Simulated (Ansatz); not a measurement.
CdFCl as a Janus 1T monolayer at its r2SCAN geometry, run in Ansatz at 4 levels of theory. These are computed values for a non-magnetic cell that may be hypothetical; none is a measurement.

The PBE+SOC input:
```yaml
crystal:
  lattice:
    - [3.6618280105, 0.0, 0.0]
    - [-1.8309140053, 3.1712360814, 0.0]
    - [0.0, 0.0, 28.9016170456]
  atoms:
    - { symbol: Cd, position: [0.0, 0.0, 0.3181696997] }
    - { symbol: F, position: [0.3333333333, 0.6666666667, 0.3500716265] }
    - { symbol: Cl, position: [0.6666666667, 0.3333333333, 0.2659624574] }
  periodic: [true, true, false]
kpoints:
  mp_grid: { grid: [12, 12, 1] }
  band_path:
    path: [[0.0, 0.0, 0.0], [0.5, 0.0, 0.0], [0.3333333333, 0.3333333333, 0.0]]
    npoints: 1
hamiltonian:
  xc: pbe
scf:
  occupations: { method: fixed }
  n_extra_bands: 8
magnetization:
  noncollinear: true
  spin_orbit: true
output:
  forces: true
  stress: true
  eigenvalues: true
```

Main results, then, where recorded, the levels near the gap in eV from the Fermi energy (columns number the bands from 0), one row a point of the path (Γ, M, K):
```
Crystal: 3 atoms, lattice volume = 335.621 Å³
Symmetry: 6 space group operations + 6 with time reversal
Magnetic group: BNS 156.50 (UNI 1280)
```
```
Basis set: ecut = 420 eV, 6493 PW (Γ)
k-points: 19 of 144 (time reversal used)
SCF converged after 9 iterations
Free energy (F): -10146.944190 eV
Fermi energy:    -7.574214 eV
--- Forces (eV/Å), atoms counted from 1 ---
  atom   1  Cd      0.00000      0.00000    -0.03848
  atom   2  F       0.00000      0.00000      0.23424
  atom   3  Cl      0.00000      0.00000    -0.19576
--- 2D stress c σ (N/m, compression-positive) ---
        1.346152       0.000000       0.000000
        0.000000       1.346152       0.000000
        0.000000       0.000000       0.000000
  P = ½ c Tr σ = 1.3462 N/m
```
```tsv
band_28	band_29	band_30	band_31	band_32	band_33	band_34	band_35	band_36	band_37	band_38	band_39
-1.506	-1.506	-0.060	-0.060	0.000	0.000	3.175	3.175	6.364	6.364	7.344	7.344
-1.902	-1.902	-0.703	-0.703	-0.313	-0.313	5.273	5.273	7.422	7.422	8.716	8.716
-2.116	-2.079	-1.108	-1.076	-0.490	-0.473	5.807	5.813	8.659	8.872	8.989	9.107
```

With PBE+SOC the gap is 3.18 eV and direct, at Γ.

Problem. In the first input these blocks are replaced (the band path and keys that only write files left aside):
```yaml
kpoints:
  mp_grid: { grid: [6, 6, 1] }
hamiltonian:
  xc: hse06
output:
  eigenvalues: true
```
What comes out?

Solution.
```
Basis set: ecut = 420 eV, 6493 PW (Γ)
k-points: 7 of 36 (time reversal used)
Exchange kernel: α = 0.2500, screened, ω = 0.2079 Å⁻¹, Wigner–Seitz truncation, v(0) = 1046.4211 eV·Å³, q-mesh 6×6×1
hybrid outer 1: dexx = +1.281e-2 eV, tail = 4.27e-5 eV
hybrid outer 2: dexx = +3.841e-7 eV, tail = 1.32e-7 eV, Δε = 5.85e-3 eV
hybrid SCF converged: 2 outer / 9 inner (+6 warm-up)
Free energy (F): -10147.591266 eV
Fermi energy:    -8.486100 eV
```
```tsv
band_28	band_29	band_30	band_31	band_32	band_33	band_34	band_35	band_36	band_37	band_38	band_39
-1.765	-1.765	-0.075	-0.075	0.000	0.000	4.573	4.573	7.626	7.626	8.284	8.284
-2.339	-2.339	-0.812	-0.812	-0.385	-0.385	6.861	6.861	8.856	8.856	10.110	10.110
-2.330	-2.282	-1.312	-1.277	-0.590	-0.574	7.459	7.466	10.201	10.401	10.479	10.572
```
HSE06+SOC gives a direct gap of 4.57 eV at Γ.

PBE0. Against the first input these blocks differ (the band path and keys that only write files left aside):
```yaml
kpoints:
  mp_grid: { grid: [6, 6, 1] }
hamiltonian:
  xc: pbe0
scf:
  occupations: { method: fixed }
  n_extra_bands: 4
```
(magnetization left out)

```
Basis set: ecut = 420 eV, 6493 PW (Γ)
k-points: 7 of 36 (time reversal used)
hybrid outer 1: dexx = +1.746e-2 eV, tail = 4.27e-5 eV
hybrid outer 2: dexx = +5.532e-7 eV, tail = 3.73e-8 eV, Δε = 3.03e-3 eV, ΔF = 1.28e-2 eV/Å
hybrid outer 3: dexx = +5.426e-10 eV, tail = 2.87e-10 eV, Δε = 2.05e-4 eV, ΔF = 2.33e-4 eV/Å
hybrid SCF converged: 3 outer / 14 inner (+3 warm-up)
Free energy (F): -10148.210337 eV
Fermi energy:    -8.916603 eV
--- Forces (eV/Å), atoms counted from 1 ---
  atom   1  Cd      0.00000      0.00000    -0.04896
  atom   2  F       0.00000      0.00000      0.02230
  atom   3  Cl      0.00000      0.00000      0.02673
--- 2D stress c σ (N/m, compression-positive) ---
        0.310087       0.000000       0.000000
        0.000000       0.310087       0.000000
        0.000000       0.000000       0.000000
  P = ½ c Tr σ = 0.3101 N/m
```
```tsv
band_14	band_15	band_16	band_17	band_18	band_19
-1.743	0.000	0.000	5.356	8.336	8.845
-2.324	-0.782	-0.355	7.664	9.653	10.894
-2.289	-1.275	-0.554	8.273	11.113	11.330
```

PBE0 gives a direct gap of 5.36 eV at Γ. The mean stress, +0.3 N/m, is small, and the program warns that its thresholds are loose for a hybrid's stress.

Hartree-Fock. Against the first input these blocks differ (the band path and keys that only write files left aside):
```yaml
kpoints:
  mp_grid: { grid: [6, 6, 1] }
hamiltonian:
  xc: hf
scf:
  occupations: { method: fixed }
  n_extra_bands: 4
```
(magnetization left out)

```
Basis set: ecut = 420 eV, 6493 PW (Γ)
k-points: 7 of 36 (time reversal used)
hybrid outer 1: dexx = +8.043e-1 eV, tail = 7.47e-3 eV
hybrid outer 2: dexx = +3.130e-4 eV, tail = 9.41e-5 eV, Δε = 5.92e-2 eV, ΔF = 1.18e-1 eV/Å
hybrid outer 3: dexx = +7.519e-6 eV, tail = 1.20e-6 eV, Δε = 1.05e-2 eV, ΔF = 3.03e-2 eV/Å
hybrid outer 4: dexx = +8.428e-8 eV, tail = 1.19e-8 eV, Δε = 1.48e-3 eV, ΔF = 1.06e-2 eV/Å
hybrid outer 5: dexx = +7.255e-10 eV, tail = 3.04e-10 eV, Δε = 7.94e-5 eV, ΔF = 4.15e-4 eV/Å
hybrid SCF converged: 5 outer / 24 inner (+4 warm-up)
Free energy (F): -10064.556494 eV
Fermi energy:    -11.899381 eV
--- Forces (eV/Å), atoms counted from 1 ---
  atom   1  Cd      0.00000      0.00000      0.23789
  atom   2  F       0.00000      0.00000      0.10250
  atom   3  Cl      0.00000      0.00000    -0.34050
--- 2D stress c σ (N/m, compression-positive) ---
        2.388559       0.000000       0.000000
        0.000000       2.388559       0.000000
        0.000000       0.000000       0.000000
  P = ½ c Tr σ = 2.3886 N/m
```
```tsv
band_14	band_15	band_16	band_17	band_18	band_19
-2.126	0.000	0.000	11.345	11.780	12.627
-3.145	-1.026	-0.528	14.765	15.200	15.280
-2.742	-1.707	-0.816	15.600	16.423	16.491
```

The Hartree-Fock gap is direct at Γ: 11.34 eV. The mean in-plane stress at these positions is +2.4 N/m, compression counted positive. The stress of a hybrid is loosely converged here.

The hybrids run on coarser meshes, which limits their stresses and small splittings of levels.

Totals of different functionals, or with and without spin-orbit coupling, can't be compared.

Only the levels marked +SOC include spin-orbit coupling.

The meshes of the hybrids are coarse, so their gaps aren't converged to the digits shown.
